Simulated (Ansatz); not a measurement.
Zr (hcp (Mg type), P6_3/mmc) under volume change, DFT-LDA in the program Ansatz with PAW potentials, shape and atoms relaxed at each volume.

```json
[
 {"V (Å³/atom)": "19.825", "E − E(relaxed) (meV/atom)": "62.8", "P (GPa)": "10.92"},
 {"V (Å³/atom)": "20.479", "E − E(relaxed) (meV/atom)": "26.8", "P (GPa)": "6.84"},
 {"V (Å³/atom)": "21.132", "E − E(relaxed) (meV/atom)": "6.4", "P (GPa)": "3.22"},
 {"V (Å³/atom)": "21.786", "E − E(relaxed) (meV/atom)": "0.0", "P (GPa)": "0.00"},
 {"V (Å³/atom)": "22.439", "E − E(relaxed) (meV/atom)": "6.0", "P (GPa)": "-2.87"},
 {"V (Å³/atom)": "23.093", "E − E(relaxed) (meV/atom)": "23.0", "P (GPa)": "-5.44"},
 {"V (Å³/atom)": "23.747", "E − E(relaxed) (meV/atom)": "49.9", "P (GPa)": "-7.71"}
]
```

### Question
What does a third-order Birch–Murnaghan fit give for V₀, B₀ and B′?

### Answer
V₀ = 21.78 Å³/atom, B₀ = 101 GPa, B′ = 2.9.

The LDA relaxation kept the symmetry of its start. No spin polarisation was allowed.

Potentials: the earlier of the program's two PAW sets.
